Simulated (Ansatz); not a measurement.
KI (rock salt)

```xyz
2
Lattice="0.0000 3.5458 3.5458 3.5458 0.0000 3.5458 3.5458 3.5458 0.0000" Properties=species:S:1:pos:R:3 pbc="T T T"
I      0.0000     0.0000     0.0000
K      3.5458     3.5458     3.5458
```

The slice is a {100} plane (indices of the conventional cell) through the point (0.000, 0.000, 0.000) (fractional), spanned by u = [100] and v = [0 1 -1] in vectors of this cell: u (5.01 Å) and v (5.01 Å, at 90° to u). It covers one period; positions are fractions (u, v).

Calculation: r2SCAN (plane waves to 500 eV, PAW, scalar-relativistic; Ansatz, an electronic-structure program). k mesh 8×8×8. These are valence fields of a PAW run, semicore shells included where kept as valence: close to a nucleus they are smooth pseudo fields. KI was relaxed with its symmetry unable to fall. Spin-orbit coupling is left out, though I is heavy.

### Question
The ELF has a maximum in the middle third of the I–K line. Where, and how high?

### Answer
0.79, 1.3 Å from I.

### Question
What is the valence density on the shortest I–K line in this plane (3.55 Å), at its minimum between the atoms?

### Answer
0.06 e/Å³.

### Question
What is the ELF at the density minimum of the shortest I–K line in this plane (3.55 Å)?

### Answer
0.0.

### Question
Sketch the electron localisation function (ELF) on this plane as a map.

### Answer
```
|xxxx+*#%%@%#+:     :+#%@%%#*+xxx|
|xxx=*##%%%%#+:     :+#%%%%##*=xx|
|xx=+*##%@%%*=.     .=*%%@%##*+=x|
|++**##%%@%#+:       :+#%@%%##**+|
|**###%%@%#+:         :+#%@%%###*|
|####%%@%#+:           :+#%@%%###|
|%%%%%@%#+:             :+#%@%%%%|
|%%%@@%#+:     .:-:.     :+#%@@%%|
|@@%%%#+:    .-+*#*+-.    :+#%%%@|
|%%%%#+:    :+#%%@%%#+:    :+#%%%|
|###*+:    :+%@@@@@@@%+:    :+*##|
|+++=:    .+%@@@@@@@@@%+.    :=++|
|:::.     -#@@@@xxx@@@@#-     .::|
|        .+%@@@xxxxx@@@%+.       |
|        :*%@@xxxxxxx@@%*:       |
|        -#@@@xxxxxxx@@@#-       |
|        :*%@@xxxxxxx@@%*:       |
|        .+%@@@xxxxx@@@%+.       |
|:::.     -#@@@@xxx@@@@#-     .::|
|+++=:    .+%@@@@@@@@@%+.    :=++|
|###*+:    :+%@@@@@@@%+:    :+*##|
|%%%%#+:    :+#%%@%%#+:    :+#%%%|
|@@%%%#+:    .-+*#*+-.    :+#%%%@|
|%%%@@%#+:     .:-:.     :+#%@@%%|
|%%%%%@%#+:             :+#%@%%%%|
|####%%@%#+:           :+#%@%%###|
|**###%%@%#+:         :+#%@%%###*|
|++**##%%@%#+:       :+#%@%%##**+|
|xx=+*##%@%%*=.     .=*%%@%##*+=x|
|xxx=*##%%%%#+:     :+#%%%%##*=xx|
|xxxx+*#%%@%#+:     :+#%@%%#*+xxx|
|xxxx+*#%%@%#+:     :+#%@%%#*+xxx|
```
Scale: ten equal steps from 0.01 (start of ' ') to 0.88 (end of '@'), in the order ' .:-=+*#%@'. Values: electron localisation function (ELF). The map has 32 points along u (one character each, u = 0 at the left) and 32 along v (v = 0 in the bottom row). Points within 0.5 Å of a nucleus are blanked (x), as the pseudised field means little there.
